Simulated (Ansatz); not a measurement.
Given:

B13C2:
```
CELL_PARAMETERS angstrom
      2.82381     1.63033     4.02898
     -2.82381     1.63033     4.02898
      0.00000    -3.26065     4.02898
ATOMIC_POSITIONS crystal
  B  0.50000 0.50000 0.50000
  B  0.80340 0.31858 0.80340
  B  0.19660 0.68142 0.19660
  B  0.80340 0.80340 0.31858
  B  0.19660 0.19660 0.68142
  B  0.31858 0.80340 0.80340
  B  0.68142 0.19660 0.19660
  B  0.00790 0.32351 0.00790
  B  0.99210 0.67649 0.99210
  B  0.00790 0.00790 0.32351
  B  0.99210 0.99210 0.67649
  B  0.32351 0.00790 0.00790
  B  0.67649 0.99210 0.99210
  C  0.61881 0.61881 0.61881
  C  0.38119 0.38119 0.38119
```

This is the r²SCAN-relaxed structure. Tensor components refer to the Cartesian frame of this cell.

**Question.** All from DFT-r²SCAN in the program Ansatz with PAW potentials, unless another level is named. Estimate the Debye temperature from the elastic constants.

**Answer.** 1390 K.

**Question.** What about the elastic constants (relaxed ions, GPa)?

**Answer.** C11 = 537, C12 = 114, C13 = 75.8, C14 = 8.0, C33 = 471, C44 = 118.

Space group R-3m. The first step of the workflow began from a Materials Project structure, measured or hypothetical; the Crystallography Open Database copy checked does not list it. Whether it is the stable phase at ambient conditions was not checked. Symmetry was held in the r²SCAN relaxation; whether a distortion lowers the energy is not shown. As this level gives no gap, shear constants depend on the k-mesh and smearing (Fermi–Dirac, 0.1 eV here). On the denser mesh and wider smearing of the elastic run this cell carries a stress of 0.4 GPa.

Potentials: the later of the program's two PAW sets.
